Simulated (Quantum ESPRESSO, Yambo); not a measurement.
Cs$_{2}$O (space group R-3m, No. 166): one geometry, one set of PBEsol (pw.x of Quantum ESPRESSO, ONCV potentials, no spin-orbit coupling) orbitals, self-energies from Yambo (4×4×4 Γ-centred k mesh, 141 bands and a 7 Ry block in the screening, 141 bands in G with the Bruneval-Gonze terminator, plasmon pole fitted at 27.2 eV).

| level | gap L → Γ (eV) | direct gap at Γ (eV) |
|---|---|---|
| PBEsol (Quantum ESPRESSO) | 0.96 | 1.55 |
| exchange only (Hartree-Fock self-energy on PBEsol orbitals) | 9.10 | 10.08 |
| static COHSEX@PBEsol | [?] | [?] |
| G0W0@PBEsol, plasmon pole | [?] | [?] |

### Question
Some entries are withheld; supply them.

### Answer

- static COHSEX@PBEsol, gap L → Γ (eV): 2.61
- static COHSEX@PBEsol, direct gap at Γ (eV): 3.27
- G0W0@PBEsol, plasmon pole, gap L → Γ (eV): 1.62
- G0W0@PBEsol, plasmon pole, direct gap at Γ (eV): 2.23

Bare exchange has no screening and gives the widest gap; static COHSEX screens it but leaves out the frequency dependence, which G0W0 restores.

Nearest settings tried, and what they do to the gap: 3 Ry block (67 vectors against 233): -91 meV. Not varied: bands in G, bands in W, mesh. So the settings aren't converged at that level.

Geometry relaxed with PBEsol; primitive cell a = 7.286 Å, b = 7.286 Å, c = 7.286 Å, α = 32.71°, β = 32.71°, γ = 32.71°.
